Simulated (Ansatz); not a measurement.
WO3 (ReO3 type, Pm-3m), DFT-LDA in the program Ansatz with PAW potentials, all energies at zero smearing, with the estimated change up to a 700 eV cutoff added, with one set of potentials and settings (totals compare only within such a set). Cell of 4 atoms (1 W, 3 O): -11797.527 eV.

```tsv
element	reference phase	E (eV/atom)
W	Im-3m, 1 atoms in the cell	-10130.6821
O	C2/m, 4 atoms in the cell, spin-polarised	-552.6597
```

Formation energy per atom, worked out: (-11797.527 − 1×(-10130.6821) − 3×(-552.6597))/4 = -2.216 eV/atom (-214 kJ per mol of atoms), at 0 K, without zero-point energy or fitted corrections.

The workflow started from a Materials Project entry (that database holds measured and hypothetical structures alike); the Crystallography Open Database copy checked does not list it. COD files the formula under space group No. 2, 14, 62, 129, 130, 191. Whether it is the stable phase at ambient conditions was not checked. Symmetry was held in the LDA relaxation. At this level the phase is dynamically unstable (imaginary phonons). No spin polarisation was allowed. No Hubbard U is applied. The references are the lowest solids computed at this level, not always the standard phases (solids in place of the gases). Spin–orbit coupling is left out wherever it is not named.

Potentials: the earlier of the program's two PAW sets. The files were generated under PBE; for other functionals the program regenerates the frozen cores, and for LDA and PBEsol the local potential too.
